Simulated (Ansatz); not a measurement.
Crystals of one structure type (CsCl type) and one family of elements, relaxed and computed with the program Ansatz at the PBE level (PAW).

| crystal | V (Å³/atom) | B₀ by P(V) fit (GPa) |
|---|---|---|
| SnC | 14.95 | 92.2 |
| SiGe | 17.03 | 73.1 |
| SiSn | 21.37 | 62.3 |
| SnGe | 23.55 | ? |

**Question.** Fit a straight line to ln B₀ against ln V and predict the withheld value.

**Answer.** Least squares on the 3 shown rows: ln B₀ = -1.05 × ln V + (7.327), with a scatter of 4 %. For SnGe this gives 55.1. The run itself gave 54.8, within the scatter.

Constructed cells (a structure type filled with these elements, in neither database checked): SnC, CsCl type; SiGe, CsCl type; SiSn, CsCl type; SnGe, CsCl type. All cells were relaxed under the symmetry of their starts (and spin orders); stability against distortions was not tested throughout. Spin–orbit coupling is left out wherever it is not named.

Potentials: the earlier of the program's two PAW sets.
